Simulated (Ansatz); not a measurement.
ZrPt3 (Cu3Au type, space group No. 221) at seven volumes, r²SCAN (plane waves, PAW; program Ansatz), scaled uniformly. One row is withheld.

```
V (Å³/atom)  P (GPa)
-----------  -------
14.802             ?
15.290         17.34
15.778          7.91
16.266          0.00
16.754         -6.62
17.241        -12.16
17.729        -16.78
```

Q: Fit the shown pressures and predict the withheld one.

A: P = (3/2)B₀(x^(7/2) − x^(5/2))[1 + (3/4)(B′ − 4)(x − 1)] with x = (V₀/V)^(2/3). Least squares on the six rows gives V₀ = 16.266 Å³/atom, B₀ = 241 GPa, B′ = 4.91. At V = 14.802, x = 1.0649 and P = 28.67 GPa. The run itself gave 28.59 GPa.

Space group Pm-3m (Cu3Au type). The workflow started from an entry of the Crystallography Open Database (COD). Whether it is the stable phase at ambient conditions was not checked. The cell was relaxed with r²SCAN under the symmetry of its start; its stability against distortions is not shown here. No spin polarisation was allowed. Spin–orbit coupling is left out wherever it is not named.

Potentials: the later of the program's two PAW sets.
